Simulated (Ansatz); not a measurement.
Ta (bcc (W type), Im-3m) under volume change, r²SCAN (plane waves, PAW; program Ansatz), scaled uniformly.

| V (Å³/atom) | E − E(relaxed) (meV/atom) | P (GPa) |
|---|---|---|
| 16.428 | 106.8 | 22.83 |
| 16.970 | 44.9 | 14.01 |
| 17.511 | … | … |
| 18.053 | 0.0 | 0.00 |
| 18.594 | … | … |
| 19.136 | 37.3 | -10.55 |
| 19.678 | 80.3 | -14.81 |

Question: Fill in the missing entries.

Answer: 
- 18.594, E − E(relaxed) (meV/atom): 9.7
- 18.594, P (GPa): -5.63
- 17.511, E − E(relaxed) (meV/atom): 10.6
- 17.511, P (GPa): 6.46

Question: What does a third-order Birch–Murnaghan fit give for V₀, B₀ and B′?

Answer: V₀ = 18.05 Å³/atom, B₀ = 202 GPa, B′ = 3.8.

The cell was relaxed with r²SCAN under the symmetry of its start. The run is not spin-polarised. Spin–orbit coupling is left out wherever it is not named.

Potentials: the earlier of the program's two PAW sets.
